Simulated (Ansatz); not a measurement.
Level of theory: DFT PBE, scalar-relativistic, plane waves, PAW in Ansatz 0.2.0. All cells share a 420 eV cutoff and Γ-centred k meshes spaced at most about 0.3 Å⁻¹ (about 0.25 or finer for metals, 2π included). No spin polarisation in the final relaxations.

Temperature and zero-point effects are left out.

Two forms of AgB₂ were relaxed alike.

1.

Space group I4/mmm (No. 139). a = 2.799 Å, b = 2.799 Å, c = 7.907 Å, α = 90.00°, β = 90.00°, γ = 90.00°
| atom | site | symmetry | x | y | z |
| --- | --- | --- | --- | --- | --- |
| Ag | 2b | 4/mmm | 0.5000 | 0.5000 | 0.0000 |
| B | 4d | -4m2 | 0.5000 | 0.0000 | 0.2500 |

2.

Space group Cm (No. 8). a = 9.669 Å, b = 2.946 Å, c = 4.796 Å, α = 90.00°, β = 96.46°, γ = 90.00°
| atom | site | symmetry | x | y | z |
| --- | --- | --- | --- | --- | --- |
| Ag | 2a | m | 0.3518 | 0.5000 | 0.8401 |
| Ag | 2a | m | 0.3195 | 0.0000 | 0.3163 |
| B | 2a | m | 0.0318 | 0.0000 | 0.5665 |
| B | 2a | m | 0.1464 | 0.5000 | 0.1015 |
| B | 2a | m | 0.0679 | 0.5000 | 0.7664 |
| B | 2a | m | 0.0771 | 0.5000 | 0.4092 |

**Question.** Which is lower in energy, and by how much?

**Answer.** Cell 2 is lower, by 0.56 eV/atom. Cell 1 has space group I4/mmm (No. 139), 10.3 Å³/atom and no gap on its mesh; cell 2 has space group Cm (No. 8), 11.3 Å³/atom and no gap. Counting B atoms around Ag (those within 1.25 times the shortest such distance or 1.15 times the sum of covalent radii, 1.27 where that leaves under three; a slash parts the counts of unlike sites), cell 1 has Ag 8 and cell 2 has Ag 5/7. Cell 1 and cell 2 both hold B–B nets. The lower one is the more open, so pressure narrows the difference. Even the lower one lies +0.46 eV/atom against the reference forms of the elements (uncorrected), so neither is stable at this level. In cell 1, Ag has 8 B at 2.42 Å and 4 Ag at 2.80 Å; B has 4 B at 1.98 Å and 4 Ag at 2.42 Å. In cell 2, Ag on its first site is surrounded by 1 B at 2.29 Å, 1 B at 2.47 Å and 3 B at 2.61–2.73 Å; Ag on its second site has 3 B at 2.38–2.48 Å, 2 B at 2.70 Å, 2 Ag at 2.76 Å and 2 B at 2.85 Å; around B on its first site lie 4 B at 1.73–1.77 Å, 1 Ag at 2.29 Å and 2 Ag at 2.70 Å; 3 more sites not described. Both come from invented guesses. The part of the Crystallography Open Database at hand lists AgB2 in space group No. 191, which no cell shown has.

A magnetic state wasn't ruled out in cells without spin, among them I4/mmm. Cells relaxed within their symmetry can be saddle points. The Cm cell of AgB2 came from shaking the I4/mmm one.
